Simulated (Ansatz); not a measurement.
Hf2Cu:
Space group I4/mmm (No. 139); a = 3.159 Å, b = 3.159 Å, c = 11.142 Å, α = 90.00°, β = 90.00°, γ = 90.00°

```tsv
atom	site	symmetry	x	y	z
Hf	4e	4mm	0.0000	0.0000	0.3440
Cu	2a	4/mmm	0.0000	0.0000	0.0000
```
(The calculation used a cell of 3 atoms; values per cell refer to that cell.)

Relaxed with r²SCAN.

Question: Tabulate the valence density and the electron localisation function along the shortest Cu–Cu contact (3.16 Å), r²SCAN in the plane-wave PAW code Ansatz.

Answer: 

| distance from Cu (Å) | density (e/Å³) | ELF |
|---|---|---|
| 0.32 | 27.16 | 0.69 |
| 0.47 | 9.85 | 0.39 |
| 0.63 | 3.21 | 0.24 |
| 0.79 | 1.10 | 0.19 |
| 0.95 | 0.45 | 0.17 |
| 1.11 | 0.28 | 0.19 |
| 1.26 | 0.21 | 0.28 |
| 1.42 | 0.18 | 0.37 |
| 1.58 | 0.17 | 0.40 |
| 1.74 | 0.18 | 0.37 |
| 1.90 | 0.21 | 0.28 |
| 2.05 | 0.28 | 0.19 |
| 2.21 | 0.45 | 0.17 |
| 2.37 | 1.10 | 0.19 |
| 2.53 | 3.21 | 0.24 |
| 2.68 | 9.85 | 0.39 |
| 2.84 | 27.16 | 0.69 |

The density is the valence pseudo-density with augmentation charge, so density and ELF within about 1 Å of a nucleus are not all-electron values.

The workflow started from an entry of the Crystallography Open Database (COD). Its standing as an ambient phase is unchecked. The cell was relaxed with r²SCAN under the symmetry of its start; whether a distortion lowers the energy is not shown. No spin polarisation was allowed. Axis ratios of metals converge slowly with the k-mesh, so a and c are less sure than the volume. Spin–orbit coupling is left out wherever it is not named.

Potentials: the later of the program's two PAW sets.
